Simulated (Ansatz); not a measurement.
YTaN$_{3}$:
```xyz
5
Lattice="4.0303 0.0000 0.0000 0.0000 4.0303 0.0000 0.0000 0.0000 4.0303" Properties=species:S:1:pos:R:3 pbc="T T T"
Y      0.0000     0.0000     0.0000
Ta     2.0152     2.0152     2.0152
N      2.0152     2.0152     0.0000
N      2.0152     0.0000     2.0152
N      0.0000     2.0152     2.0152
```

Relaxed with r²SCAN. Special points in fractions of this cell's reciprocal vectors: Γ (0.000, 0.000, 0.000); X (0.000, 0.500, 0.000); M (0.500, 0.500, 0.000); R (0.500, 0.500, 0.500).

List the band energies nearest the Fermi level at these points for plane-wave PAW r²SCAN (Ansatz code).

In eV from the Fermi level; about four levels below and three above (degenerate sets whole), none deeper than 8.9 eV; points with the same levels are listed once.

```tsv
k	below	above
Γ	-2.75 -2.75 -2.75 -0.85 -0.85 -0.85	0.45 0.45 0.45
X	-2.82 -2.82 -2.73 -2.41	0.07 0.07 2.03
M	-3.58 -3.58 -1.75 -1.75 -0.77	0.51 3.85 4.47
R	-5.05 -5.05 -5.05 -4.97 -4.97	0.82 0.82 0.82
```

Space group Pm-3m (cubic perovskite). The start of the workflow was typed in or built on a structure type; neither database checked (COD, Materials Project) lists it. Its standing as an ambient phase is unchecked. Symmetry was held in the r²SCAN relaxation; its stability against distortions is not shown here. No spin polarisation was allowed. With an odd number of electrons in the cell and no spin polarisation, the count alone makes it a metal. Spin–orbit coupling is left out wherever it is not named.

Potentials: the earlier of the program's two PAW sets.
